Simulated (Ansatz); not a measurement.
TaGe₂ in space group I4/mcm (No. 140; Ge on 8h, Ta on 4a) at seven volumes, PBE (plane waves, PAW; program Ansatz), shape and atoms relaxed at each. One row is withheld.

```csv
V (Å³/atom),P (GPa)
16.664,14.63
17.213,8.91
17.762,4.07
18.312,0.00
18.861,-3.42
19.411,?
19.960,-8.58
```

Q: Fit the shown pressures and predict the withheld one.

A: P = (3/2)B₀(x^(7/2) − x^(5/2))[1 + (3/4)(B′ − 4)(x − 1)] with x = (V₀/V)^(2/3). Least squares on the six rows gives V₀ = 18.313 Å³/atom, B₀ = 123 GPa, B′ = 4.90. At V = 19.411, x = 0.9619 and P = -6.21 GPa. The run itself gave -6.28 GPa.

A made-up cell: these elements were put on the sites of a structure type; neither database checked (COD, Materials Project) lists it. COD files the formula under space group No. 180, so this cell is another polymorph or a model. Whether it is the stable phase at ambient conditions was not checked. The cell was relaxed with PBE under the symmetry of its start; whether a distortion lowers the energy is not shown. The run is not spin-polarised. Spin–orbit coupling is left out wherever it is not named.

Potentials: the later of the program's two PAW sets.
